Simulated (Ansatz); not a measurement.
Relaxed-ion elastic tensor of B (fcc (Cu type), Fm-3m) in GPa (Voigt order), the program Ansatz at the r²SCAN level (PAW); density 3.08 g/cm³, 5.82 Å³ per atom.

```csv
,1,2,3,4,5,6
1,341,251,251,0.0,0.0,0.0
2,251,341,251,0.0,0.0,0.0
3,251,251,341,0.0,0.0,0.0
4,0.0,0.0,0.0,-87.0,0.0,0.0
5,0.0,0.0,0.0,0.0,-87.0,0.0
6,0.0,0.0,0.0,0.0,0.0,-87.0
```

Question: Is the crystal mechanically stable?

Answer: No: the smallest eigenvalue of C is -87.0 GPa.

The cell is a constructed one: a structure type filled with these elements; neither database checked (COD, Materials Project) lists it. It is not the phase usual at ambient conditions (space group No. 166). The r²SCAN relaxation kept the symmetry of its start. At this level the phase is mechanically unstable. As this level gives no gap, shear constants depend on the k-mesh and smearing (Fermi–Dirac, 0.1 eV here).

Potentials: the earlier of the program's two PAW sets.
